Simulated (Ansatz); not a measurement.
**BaLiSbS3 — electric field gradients**

The cell is a measured structure from the Crystallography Open Database (COD) whose atoms were relaxed with PBE, the cell held.

Space group Pbam (No. 55); a = 11.6730, b = 12.1660, c = 8.7800 Å.

| site | Wyckoff | site symmetry | x | y | z |
| --- | --- | --- | --- | --- | --- |
| Ba1 | 4h | ..m | 0.3260 | 0.4799 | 0.5000 |
| Ba5 | 4g | ..m | 0.0060 | 0.3326 | 0.0000 |
| Li | 8i | 1 | 0.2354 | 0.1873 | 0.2455 |
| Sb17 | 4g | ..m | 0.3001 | 0.4660 | 0.0000 |
| Sb21 | 4h | ..m | 0.0032 | 0.2868 | 0.5000 |
| S25 | 4g | ..m | 0.2637 | 0.2666 | 0.0000 |
| S29 | 8i | 1 | 0.1640 | 0.5064 | 0.2061 |
| S37 | 8i | 1 | 0.0268 | 0.1551 | 0.2895 |
| S45 | 4h | ..m | 0.7913 | 0.2743 | 0.5000 |

One atom of each set is listed.

Method: Kohn–Sham DFT in Ansatz, PBE, plane waves and PAW, scalar-relativistic, 420 eV cutoff, Γ-centred 3×3×3 k-points, Fermi–Dirac smearing 0.02 eV.

V_zz is the principal component of the electric field gradient with the largest magnitude, η = (V_xx − V_yy)/V_zz and C_Q = eQV_zz/h.

¹³⁵Ba: I = 3/2, Q = 153.0 mb; Li-7: I = 3/2, Q = -40.10 mb; ¹²¹Sb: I = 5/2, Q = -543.0 mb; ³³S: I = 3/2, Q = -69.40 mb. Quadrupole moments are those of Pyykkö's year-2017 table.

Problem. Give the quadrupolar parameters of the distinct sites.

Solution. 

```csv
site,atoms,first shell,"V_xx, V_yy, V_zz (10²¹ V/m²)",η,C_Q (MHz)
Ba1,4,8 S at 3.12–3.41 Å,"-0.46, -5.34, 5.80",0.84,21.4
Ba5,4,8 S at 3.07–3.34 Å,"4.60, 4.74, -9.34",0.02,-34.5
Li,8,4 S at 2.37–2.52 Å,"0.001, 0.088, -0.088",0.98,0.086
Sb17,4,3 S at 2.46 Å,"10.60, 14.80, -25.4",0.17,333
Sb21,4,3 S at 2.46–2.48 Å,"9.98, 14.75, -24.7",0.19,325
S25,4,"2 Li at 2.38 Å, 1 Sb at 2.46 Å, 1 Ba at 3.07 Å; also 1 Ba at 3.11 Å, 1 Sb at 3.73 Å","-6.74, -7.24, 13.98",0.04,-23.5
S29,8,"1 Sb at 2.46 Å, 1 Li at 2.52 Å, angle 89°; also 3 Ba at 3.22–3.34 Å","-6.34, -7.15, 13.50",0.06,-22.6
S37,8,"1 Sb at 2.46 Å, 1 Li at 2.50 Å, angle 97°; also 2 Ba at 3.30–3.34 Å","-6.39, -7.31, 13.69",0.07,-23.0
S45,4,"2 Li at 2.37 Å, 1 Sb at 2.48 Å; also 2 Ba at 3.12–3.29 Å","-6.84, -7.39, 14.23",0.04,-23.9
```

At Sb17 and Sb21 V_zz stands upright on the plane through its three neighbours (within 5°) in each case. At S25 and S45 V_zz points along its one bond to Sb (within 2°) in each case.

Without spin–orbit coupling (the program notes it for Ba and Sb) the gradients are little affected as a rule: paired runs on crystals with a gap mostly move them by under 2 % at such atoms. With these PAW files V_zz is typically within 2 to 3 % of all-electron values, but misses above 10 % occur on Li, Sb. Where η is near 1 the sign of V_zz means little.
